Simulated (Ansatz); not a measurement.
Values for one crystal, relaxed and computed with PBE (plane waves, PAW; program Ansatz); other levels are named.

| Property | Result |
|---|---|
| Volume per atom | 14.89 Å³ |
| Band gap | 3.63 eV (indirect) |
| Electron effective mass, band 2 of 3 at the edge | 0.35 along [100], 0.56 along [110], 0.46 along [111] (mₑ) |
| Electron effective mass, band 3 of 3 at the edge | 0.35 along [100], 0.35 along [110], 0.46 along [111] (mₑ) |
| Smallest direct gap on the standard path | 3.76 eV |
| Electron effective mass with spin–orbit coupling, band 2 of 2 at the edge | 0.35 along [100], 0.40 along [110], 0.46 along [111] (mₑ) |
| Pressure derivative B′ | 4.4 |

Pick the material that matches.
A) ZnO, Pm-3n (Zn on 6c, O on 6d)
B) SiBi2O5, Cmcm (Pearson symbol oS32)
C) BaHfO3, cubic perovskite
D) Al2O3, corundum

C, BaHfO3, cubic perovskite

Space group Pm-3m (cubic perovskite). Symmetry was held in the PBE relaxation. No spin polarisation was allowed. Scalar-relativistic: spin–orbit coupling is off unless named, which matters more the heavier the elements.

Potentials: the earlier of the program's two PAW sets.
